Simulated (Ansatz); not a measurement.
VSi$_{2}$:
```
CELL_PARAMETERS angstrom
     -2.98529     2.98529     2.40892
      2.98529    -2.98529     2.40892
      2.98529     2.98529    -2.40892
ATOMIC_POSITIONS crystal
  Si 0.65458 0.15458 0.80916
  Si 0.84542 0.65458 0.50000
  Si 0.15458 0.34542 0.50000
  Si 0.34542 0.84542 0.19084
  V  0.25000 0.25000 0.00000
  V  0.75000 0.75000 0.00000
```

Relaxed with PBE. Special points in fractions of this cell's reciprocal vectors: Γ (0.000, 0.000, 0.000); X (0.000, 0.000, 0.500); M (-0.500, 0.500, 0.500); Z (0.413, 0.413, -0.413); Z0 (-0.413, 0.587, 0.413); P (0.250, 0.250, 0.250); N (0.000, 0.500, 0.000).

### Question
List the band energies nearest the Fermi level at these points for PBE in the plane-wave PAW code Ansatz.

### Answer
In eV from the Fermi level; about four levels below and three above (degenerate sets whole), none deeper than 8.9 eV; points with the same levels are listed once.

```tsv
k	below	above
Γ	-1.77 -1.77 -1.42 -1.05 -0.32	0.79 1.02 2.64 2.64
X	-1.23 -1.00 -0.42 -0.08	0.90 2.44 2.64
M	-2.88 -2.88 -1.55 -1.04 -0.57	0.29 0.73 1.41
Z	-2.86 -2.86 -2.35 -0.82 -0.50	0.55 0.56 1.25
P	-1.82 -1.82 -0.98 -0.98	0.28 0.28 0.49 0.49
N	-1.14 -1.14 -0.31 -0.31	0.29 0.29 1.37 1.37
```

Space group I4/mcm. A made-up cell: these elements were put on the sites of a structure type; neither database checked (COD, Materials Project) lists it. COD files the formula under space group No. 181, so this cell is another polymorph or a model. Its standing as an ambient phase is unchecked. Symmetry was held in the PBE relaxation; whether a distortion lowers the energy is not shown. The workflow began spin-polarised and lost its moments.

Potentials: the later of the program's two PAW sets.
